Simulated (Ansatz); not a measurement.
Input for Ansatz (plane-wave DFT, PAW):

```yaml
crystal:
  lattice:
    - [4.972998, -0.19666, 0.022586]
    - [-0.19666, 4.929606, -0.10694]
    - [0.022586, -0.10694, 4.824463]
  atoms:
    - { symbol: C, position: [0.2089836738, 0.8835151915, 0.1590760564] }
    - { symbol: C, position: [0.2720261271, 0.2220808359, 0.7240077801] }
    - { symbol: C, position: [0.4458351487, 0.647371265, 0.4712797175] }
    - { symbol: C, position: [0.9354014618, 0.5444433951, 0.0307756016] }
    - { symbol: C, position: [0.6927311113, 0.0263610558, 0.2137674463] }
    - { symbol: C, position: [0.9081213604, 0.6496447446, 0.5283819157] }
    - { symbol: C, position: [0.6675370384, 0.5004077719, 0.4908948619] }
    - { symbol: C, position: [0.4670413394, 0.8799226178, 0.2773914344] }
    - { symbol: C, position: [0.9445754405, 0.8454975022, 0.2859710474] }
    - { symbol: C, position: [0.2368398252, 0.959614933, 0.8670514144] }
    - { symbol: C, position: [0.5414582138, 0.3160523537, 0.7282005123] }
    - { symbol: C, position: [0.9786057595, 0.7661043856, 0.841357174] }
    - { symbol: B, position: [0.1848010656, 0.5273735393, 0.5917219719] }
    - { symbol: B, position: [0.7218781276, 0.2599303271, 0.9997003919] }
basis:
  ecutwfc: 420
kpoints:
  mp_grid: { grid: [5, 5, 5] }
hamiltonian:
  xc: pbe
scf:
  occupations: { method: fermi_dirac, width: 0.2482 }
output:
  forces: true
  stress: true
  eigenvalues: true
  populations: true
  write_density: true
  write_potential: true
  elf: true
  volumetric_format: npy
```

Run as
```bash
ansatz run input.yaml --threads 2 --pin off --max-ram 5120MiB --backend cpu --events-out ev --progress --plain --runs-dir out
```

Computed with DFT PBE, scalar-relativistic, plane waves, PAW in Ansatz.

Abridged output (final results; tables in files aren't shown):

```
SCF 1 converged in 7 iterations: F = -3308.093525 eV  dr2 = 8.44e-9
SCF converged after 7 iterations
Free energy (F): -3308.093525 eV
Harris-Foulkes:  -3308.093525 eV  (|F-HF|=9.34e-10)
Internal energy: -3307.546349 eV  (E = F + TS)
E sigma→0 (E₀):  -3307.819937 eV
Entropy (-TS):   -0.547176 eV (-39.084 meV/atom)
Fermi energy:    7.453181 eV
--- Per-component energies (eV) ---
  E_band       = -38.669535
  E_kinetic    = 1164.244788
  E_local      = -1699.739641  (includes V_loc(G=0)·N_el)
  E_nonlocal   = 350.919172
  E_hartree    = 504.836448
  E_xc         = -634.065777
  E_vxc        = -781.577629  (∫ρ·V_xc dr)
  E_paw        = -1345.483253  (= ΣΔE_a)
  E_vpaw       = -82.189318  (= ΣTr[D̂ρ^β])
  E_aug_tail   = 0.000082  (compensation charges beyond the density's cutoff)
  E_ewald      = -1648.258168
  E_smearing   = -0.547176  (= −TS)
--- Forces (eV/Å), atoms counted from 1 ---
  atom   1  C      2.88831743     3.31636461     0.99977518
  atom   2  C      0.65665840     0.63220235    -0.01285806
  atom   3  C     -0.21413837     1.68325163    -3.17243833
  atom   4  C     -1.18731429     2.28691272    -0.51882887
  atom   5  C      4.57749134    -0.58994135    -1.33895187
  atom   6  C      4.12979641     3.10578121     0.21845651
  atom   7  C     -5.01816259    -2.59994130     4.90419867
  atom   8  C     -3.34461898    -2.77739900     3.10159625
  atom   9  C     -1.15328895    -0.97153286     0.52832561
  atom  10  C     -6.24936963     0.24221647     0.22277149
  atom  11  C      4.16711332    -0.81107657     0.89860436
  atom  12  C      0.65787864    -3.03761297    -5.16191039
  atom  13  B     -0.78969216    -2.54558502    -0.26460473
  atom  14  B      0.87931837     2.06639910    -0.40409692
--- Stress (GPa, compression-positive) ---
       13.865687       0.224814       6.354420
        0.224812     -21.539306       8.650005
        6.354416       8.650008       6.044110
  P = ⅓ Tr σ = -0.5432 GPa (-5.432 kbar)
--- Band table (eV; the first three rows and the last of 63) ---
  k-point 0: bands = ["-12.0823", "-9.4649", "-8.5223", "-8.2811", "-6.0770", "-5.5625", "-5.1721", "-4.3787", "-3.8317", "-2.5217", "-1.2655", "-0.8935", "-0.1670", "0.6123", "0.9461", "1.3196", "1.8029", "2.0858", "2.6319", "2.6532", "3.3318", "4.2242", "4.8565", "5.2052", "5.8448", "6.1755", "6.8433", "7.5731", "8.6584", "9.0921", "10.3864", "11.4868", "12.3621", "12.8155", "13.5109", "14.0254", "14.2815", "14.8881", "15.0094", "15.8929", "16.3031", "16.5897", "16.8209"]
  k-point 1: bands = ["-11.9320", "-9.8955", "-8.4099", "-7.9801", "-6.4445", "-6.0600", "-4.9743", "-4.0622", "-3.3672", "-2.5048", "-1.4254", "-0.6111", "-0.1480", "0.2674", "0.9642", "1.3114", "1.9885", "2.1517", "2.4502", "2.9449", "3.1729", "3.7847", "4.8676", "5.4346", "5.7735", "6.2181", "6.5435", "7.6739", "8.7267", "9.3760", "10.2218", "11.3249", "12.3457", "12.8693", "13.6291", "14.1384", "14.2116", "14.9868", "15.2675", "15.7064", "16.1563", "16.6178", "16.9211"]
  k-point 2: bands = ["-11.5364", "-10.6076", "-8.1216", "-7.6033", "-7.0295", "-6.3423", "-5.3020", "-3.4922", "-2.9415", "-2.0993", "-1.1913", "-0.8584", "-0.2194", "0.2046", "1.1488", "1.4269", "1.6401", "1.9518", "2.3084", "3.0666", "3.4214", "3.7186", "4.3796", "5.0376", "5.5951", "6.2878", "7.1747", "7.6845", "8.9876", "9.6619", "10.0213", "10.9694", "12.2955", "13.1067", "13.4774", "13.8361", "14.3413", "15.0543", "15.3405", "15.6944", "16.3567", "16.8117", "17.1781"]
  k-point 62: bands = ["-11.5166", "-10.2888", "-8.7284", "-7.9611", "-7.3731", "-5.8437", "-4.6315", "-3.1583", "-2.7709", "-2.0594", "-1.3382", "-0.7991", "-0.3130", "0.2103", "0.5898", "1.1042", "1.4372", "2.1245", "2.4316", "3.1016", "3.2611", "3.6492", "4.4709", "5.1395", "5.5898", "6.3271", "7.5140", "7.8047", "8.9760", "9.5037", "10.0931", "10.8093", "11.7960", "12.6929", "13.8282", "14.2729", "14.4950", "14.7324", "15.2867", "15.9869", "16.2363", "16.6317", "17.0214"]
--- Löwdin populations: 14 sites ---
  site symbol q [e]
     0      C      3.8602
     1      C      4.0751
     2      C      4.0136
     3      C      4.0713
     4      C      4.0822
     5      C      4.0466
     6      C      3.9437
     7      C      3.9542
     8      C      3.9108
     9      C      4.0215
    10      C      3.9779
    11      C      3.9080
    12      B      2.8267
    13      B      2.9008
  spilling = 0.007544 (of n_electrons = 54.000000)
```

The run converged.

It took 27 s on 2 threads of Arm Neoverse V1, on a shared host, peak memory 0.49 GiB.